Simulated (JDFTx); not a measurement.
```json
{
  "surface": "Ag(100)",
  "bulk": "Ag, Fm-3m, lattice of mp-124 (not re-optimised)",
  "slab": "4 atoms in 4 planes, 1x1, 6.2 Å between the outermost planes",
  "in-plane cell": "2.902 × 2.902 Å, 8.42 Å²",
  "cell_height": "22.2 Å",
  "sampling": "8×8×1 k mesh, Fermi smearing 0.01 Ha, no spin polarisation"
}
```

Final geometry:
```
Ag(100)
1.0
    2.9022     0.0000     0.0000
    0.0000     2.9022     0.0000
    0.0000     0.0000    22.2000
Ag
4
Direct
  0.5000   0.5000   0.3602
  0.0000   0.0000   0.4538
  0.5000   0.5000   0.5462
  0.0000   0.0000   0.6398
```

Computed with a modified build of JDFTx: PBE, GBRV ultrasoft potentials, plane waves to 20/100 Ha. Liquid on both sides: CANDLE, acetonitrile, 1 M KF; nuclei fixed, outer atoms relaxed in vacuum. Potentials refer to SHE, placed 4.44 V below the bulk liquid's zero by convention. The surface is an ideal bare cut with both faces alike: no reconstruction, overlayer or explicit solvent molecules. At negative charge CANDLE's numbers also depend on the cell height, by up to tenths of a volt. Convergence in thickness and k mesh wasn't tested for this slab. In this non-aqueous liquid the SHE scale is nominal.

```json
[
 {"U (V vs SHE)": "-0.95", "μ (eV)": "-3.49", "excess electrons per cell": "0.053", "σ (μC/cm², per face)": "-5.0", "run": "fixed potential"},
 {"U (V vs SHE)": "-0.35", "μ (eV)": "-4.09", "excess electrons per cell": "0.000", "σ (μC/cm², per face)": "0.0", "run": "neutral"},
 {"U (V vs SHE)": "-0.05", "μ (eV)": "-4.39", "excess electrons per cell": "(withheld)", "σ (μC/cm², per face)": "(withheld)", "run": "fixed potential"}
]
```

**Question.** Fill in the missing entries, row by row.

**Answer.** 
- -0.05, excess electrons per cell: -0.033
- -0.05, σ (μC/cm², per face): 3.2
